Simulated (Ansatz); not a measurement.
The start is a generated cell, GaCuSe2 built in the AFLOW prototype A2BC_oC8_38_e_a_b (as in CeNiC2). A full variable-cell relaxation at zero pressure is run with r2SCAN (plane waves to 500 eV, PAW, scalar-relativistic; Ansatz, a program for electronic structure). First-step values are on the input's coarse k-mesh.

Ansatz input (later rounds restart from its end on a renewed k-mesh):
Ansatz 0.2 input:
```yaml
crystal:
  lattice:
    - [4.5229002, 0, 0]
    - [0, 2.6565473, 3.5961434]
    - [0, -2.6565473, 3.5961434]
  atoms:
    - { symbol: Se, position: [0.5, 0.5536, 0.8636] }
    - { symbol: Se, position: [0.5, 0.8636, 0.5536] }
    - { symbol: Ga, position: [0, 0, 0] }
    - { symbol: Cu, position: [0.5, 0.3856, 0.3856] }
basis: { ecutwfc: 500, ecutrho_ratio: 4, xc_grid: 4, fft_grid_basis: typed }
kpoints: { mp_grid: { grid: [5, 6, 6] } }
hamiltonian:
  xc: r2scan
  dispersion: none
  pseudopotentials: { azcp: { folder: ./paw }, kind: paw }
scf: { occupations: { method: fermi_dirac, width: 0.05 } }
relax: { f_tol: 0.01, max_steps: 100, cell: { stress_tol: 0.02 } }
output: { forces: true, stress: true }
```

By how much does the energy per atom fall from start to end?

About 2.7 eV/atom.

How does the volume per atom move from start to end?

+8.0 %, from 21.60 to 23.33 Å³/atom.

How do the shortest distances between atoms change?

The closest pairs of elements (up to four, under 3.6 Å), start → end: Se–Se 1.65 → 3.42 Å; Cu–Se 2.23 → 2.47 Å; Ga–Se 3.19 → 2.49 Å; Cu–Ga 3.58 → 2.79 Å.

Is the relaxed structure metallic? Give its gap.

No gap (metallic).

What does it relax into? Give the structure.


```cif
data_Cu2Ga2Se4
_chemical_formula_sum 'Se4 Ga2 Cu2'
_space_group_name_H-M_alt 'Amm2'
_space_group_IT_number 38
_space_group_name_Hall 'A 2 -2'
_cell_length_a 3.59880
_cell_length_b 7.02321
_cell_length_c 7.38506
_cell_angle_alpha 90.000
_cell_angle_beta 90.000
_cell_angle_gamma 90.000
loop_
_atom_site_label
_atom_site_type_symbol
_atom_site_symmetry_multiplicity
_atom_site_Wyckoff_symbol
_atom_site_fract_x
_atom_site_fract_y
_atom_site_fract_z
_atom_site_occupancy
Se1 Se 4 e 0.50000 0.25620 0.36268 1
Ga1 Ga 2 a 0.00000 0.00000 0.88032 1
Cu1 Cu 2 b 0.50000 0.50000 0.09153 1
```
(The calculation used a cell of 4 atoms; values per cell refer to that cell.)

The space group stays Amm2 (No. 38) (the run could not lower it), with 4 atoms in the primitive cell. Final values are on a 13×9×9 k-mesh of the relaxed cell. The start holds a very short contact (Se–Se 1.65 Å). No spin polarisation in the result.

The run could not lose the symmetry of its start: the end is stationary, and may be a saddle point rather than a minimum.

The relaxed structure here is a generated cell of GaCuSe2: the first start was made by placing the elements on the sites of a structure type, and the end was not matched to a known phase here, so it may be hypothetical. Known forms of GaCuSe2 include space group No. 122.
